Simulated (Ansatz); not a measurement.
## Data sheet: InPd (DFT)

InPd:
```cif
data_InPd
_chemical_formula_sum 'In1 Pd1'
_space_group_name_H-M_alt 'Pm-3m'
_space_group_IT_number 221
_space_group_name_Hall '-P 4 2 3'
_cell_length_a 3.24694
_cell_length_b 3.24694
_cell_length_c 3.24694
_cell_angle_alpha 90.000
_cell_angle_beta 90.000
_cell_angle_gamma 90.000
loop_
_atom_site_label
_atom_site_type_symbol
_atom_site_symmetry_multiplicity
_atom_site_Wyckoff_symbol
_atom_site_fract_x
_atom_site_fract_y
_atom_site_fract_z
_atom_site_occupancy
In1 In 1 b 0.50000 0.50000 0.50000 1
Pd1 Pd 1 a 0.00000 0.00000 0.00000 1
```

Space group Pm-3m (No. 221), CsCl type; conventional cell a = 3.247 Å, b = 3.247 Å, c = 3.247 Å, α = 90.00°, β = 90.00°, γ = 90.00°.

Method: the program Ansatz at the PBEsol level (PAW). Geometry: relaxed at this level of theory. Other levels are named where they apply.

**Cell and energy**

- Volume per atom: 17.12 Å³
- Density: 10.73 g/cm³
- Formation energy from the elements (no fitted shifts): -0.53 eV/atom

**Electronic structure**

* **Electronic character**: metallic (no gap)
* **Density of states at the Fermi level**: 0.35 states/eV per atom (mean over ±0.08 eV)
* **Gap with spin–orbit coupling**: none (metallic)

**Mechanics**

* **Bulk modulus (Birch–Murnaghan fit)**: 1350 kbar
* **Pressure derivative B′**: 5.8
* **Elastic constants (relaxed ions, GPa)**: C11 = 158, C12 = 126, C44 = 56.7
* **Mechanical stability**: stable (all eigenvalues of C positive)
* **Hill bulk and shear moduli**: 136 and 34.3 GPa
* **Young's modulus**: 94.9 GPa
* **Poisson's ratio**: 0.38
* **Debye temperature from the elastic constants**: 233 K

**Phonons**

- Highest zone-centre frequency = 18.0 meV
- Zone-centre stability = no imaginary mode at Γ

Symmetry was held in the PBEsol relaxation. The run is not spin-polarised. As this level gives no gap, shear constants depend on the k-mesh and smearing (Fermi–Dirac, 0.1 eV here). As this level gives no gap, phonon frequencies hold no LO–TO term and depend on the k-mesh and smearing (Fermi–Dirac, 0.1 eV here). The references are the lowest solids computed at this level, not always the standard phases. Spin–orbit coupling is left out wherever it is not named.

Potentials: the earlier of the program's two PAW sets. The files were generated under PBE; for other functionals the program regenerates the frozen cores, and for LDA and PBEsol the local potential too.
